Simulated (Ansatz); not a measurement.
AlPt3C:
```xyz
5
Lattice="4.1521 0.0000 0.0000 0.0000 4.1521 0.0000 0.0000 0.0000 4.1521" Properties=species:S:1:pos:R:3 pbc="T T T"
Al     0.0000     0.0000     0.0000
Pt     0.0000     2.0760     2.0760
Pt     2.0760     0.0000     2.0760
Pt     2.0760     2.0760     0.0000
C      2.0760     2.0760     2.0760
```

This is the r²SCAN-relaxed structure.

Q: All from plane-wave PAW r²SCAN (Ansatz code), unless another level is named. Estimate the electronic character.

A: metallic (no gap).

Q: And the density of states at the Fermi level?

A: 0.51 states/eV per atom (mean over ±0.08 eV).

Q: Predict the formation energy from the elements (no fitted shifts).

A: 0.21 eV/atom.

Q: Predict the gap with spin–orbit coupling.

A: none (metallic).

Space group Pm-3m (anti-perovskite). The start of the workflow was typed in or built on a structure type; neither database checked (COD, Materials Project) lists it. Its standing as an ambient phase is unchecked. The cell was relaxed with r²SCAN under the symmetry of its start; its stability against distortions is not shown here. The run is not spin-polarised. Its formation energy is positive at this level, so the cell may be metastable or incomplete. The references are the lowest solids computed at this level, not always the standard phases. Spin–orbit coupling is left out wherever it is not named.

Potentials: the earlier of the program's two PAW sets.
